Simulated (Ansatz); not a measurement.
Relaxed candidate structures of B:

**A**
```xyz
4
Lattice="1.4688 -2.6608 0.0000 1.4688 2.6608 0.0000 0.0000 0.0000 3.2652" Properties=species:S:1:pos:R:3 pbc="T T T"
B      1.4688    -1.8317     2.9708
B      1.4688     0.8291     1.9270
B      1.4688     1.8317     0.2944
B      1.4688    -0.8291     1.3382
```

**B**
```cif
data_B
_chemical_formula_sum 'B1'
_space_group_name_H-M_alt 'P 1'
_space_group_IT_number 1
_cell_length_a 1.88867
_cell_length_b 1.88867
_cell_length_c 1.87908
_cell_angle_alpha 90.000
_cell_angle_beta 90.000
_cell_angle_gamma 90.000
loop_
_space_group_symop_operation_xyz
  'x, y, z'
loop_
_atom_site_label
_atom_site_type_symbol
_atom_site_fract_x
_atom_site_fract_y
_atom_site_fract_z
_atom_site_occupancy
B1 B 0.00000 0.00000 0.00000 1
```

**C**
```xyz
2
Lattice="-1.1315 1.1315 2.6597 1.1315 -1.1315 2.6597 1.1315 1.1315 -2.6597" Properties=species:S:1:pos:R:3 pbc="T T T"
B      0.0000     1.1315     1.3299
B      0.0000     0.0000     0.0000
```

Task: Rank these by energy per atom (lowest first), as r2SCAN (plane waves to 500 eV, PAW, scalar-relativistic; Ansatz, a first-principles code) gives it.

Result: A (reference), C (+0.10 eV/atom), B (+0.90 eV/atom)

The lowest structure calculated, R-3m, hR12, AFLOW prototype A_hR12_166_2h (as in B), is not among these; it lies 0.31 eV/atom below the lowest of them. 1 run with a doubtful electronic state, a coarser numerical grid, an end not at rest or a source that can't be used is left out. 4 generated cells of layers, chains or molecules, poorly bound without dispersion, are left out. Each run could gain symmetry but not lose that of its start, so entries can be saddle points. All of these are generated cells (placed on structure types, drawn at random, substituted or restacked) that were not matched to a known phase here. Energies are at zero temperature and pressure, without zero-point motion. The runs use different k-meshes, so differences are rounded accordingly. No spin polarisation in the result.
